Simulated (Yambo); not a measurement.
CsLiWO$_{4}$ (space group I-4, No. 82), G0W0@PBEsol in Yambo with this input:

```
rim_cut
gw0
dyson
el_el_corr
HF_and_locXC
ppa
em1d
RandQpts= 1000000
RandGvec= 1 Ry
EXXRLvcs= 84 Ry
VXCRLvcs= 336 Ry
Chimod= "HARTREE"
% BndsRnXp
 3 | 225 |
%
NGsBlkXp= 7 Ry
% LongDrXp
 1.0 | 1.0 | 1.0 |
%
PPAPntXp= 27.2114 eV
% GbndRnge
 1 | 225 |
%
GTermKind= "BG"
DysSolver= "n"
ExtendOut
```

On a 2×2×2 mesh, with wavefunctions cut at 84 Ry, the gap (Γ → Γ) is 6.317 eV and the valence edge shifts by -1.159 eV.

Question: What happens with this change: pole fitted at 15 eV?

Answer: The gap falls by 0.046 eV, to 6.271 eV; the shift of the valence edge becomes -1.077 eV. Neither run is shown to be the converged limit.

Spin-orbit coupling is not included.

Geometry of the Materials Project entry, not relaxed at this level; primitive cell a = 6.1169 Å, b = 6.1169 Å, c = 6.1169 Å, α = 121.29°, β = 121.29°, γ = 87.78°.

The structure is a Materials Project entry; no match was found in the copy of COD used, and its stability was not checked.

A shift is the quasiparticle energy of the state minus its PBEsol energy.
